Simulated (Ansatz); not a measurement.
**Replacing Ca by Na in Ca2In**

```
CELL_PARAMETERS angstrom
7.22346 0.00000 0.00000
0.00000 5.33325 0.00000
0.00000 0.00000 9.91923
ATOMIC_POSITIONS crystal
Ca 0.03433 0.25000 0.70169
Ca 0.46567 0.75000 0.20169
Ca 0.53433 0.25000 0.79831
Ca 0.96567 0.75000 0.29831
In 0.22444 0.25000 0.38657
In 0.27556 0.75000 0.88657
In 0.72444 0.25000 0.11343
In 0.77556 0.75000 0.61343
Ca 0.17390 0.25000 0.06482
Ca 0.32610 0.75000 0.56482
Ca 0.67390 0.25000 0.43518
Ca 0.82610 0.75000 0.93518
```

Method: r2SCAN in Ansatz 0.2.0, PAW datasets, plane waves to 500 eV, 5×7×4 Γ-centred mesh, gaussian occupations of width 0.045 eV. Spin: none. Single points at fixed atoms.

Now every Ca is replaced by Na on the same fractional sites, and the cell goes from 31.84 to 28.92 Å³ an atom (a = 6.995 Å, b = 5.165 Å, c = 9.605 Å, α = 90.00°, β = 90.00°, γ = 90.00°; 5×7×4 Γ-centred mesh, fermi-dirac occupations of width 0.100 eV).

Task: How do gap, charges, pressure and binding respond?

Result: The runs give:

```
                  quantity   Ca2In   Na2In
            pressure (GPa)     0.3     0.7
formation energy (eV/atom)  -0.466  -0.049
```

Mean Bader charges in e: Ca +1.26 becomes Na +0.73; In -2.51 → -1.46. Na is about as electronegative as Ca (Pauling 0.93 against 1.00) and has 1 outer electron fewer; its site ends 0.53 e more negative; the In atoms balance it. Neither shows a clear gap on its mesh. At these unrelaxed cells the formation energy of Ca2In is the lower, by 0.42 eV an atom.

Origins: Ca2In, a database entry at a slightly scaled volume; Na2In, a known structure type with other elements put in, at an estimated volume. An invented cell need not be a known compound.

Caveats: atoms and cells are not relaxed; pressure is positive in compression; a dash marks a value that doesn't apply or isn't given.
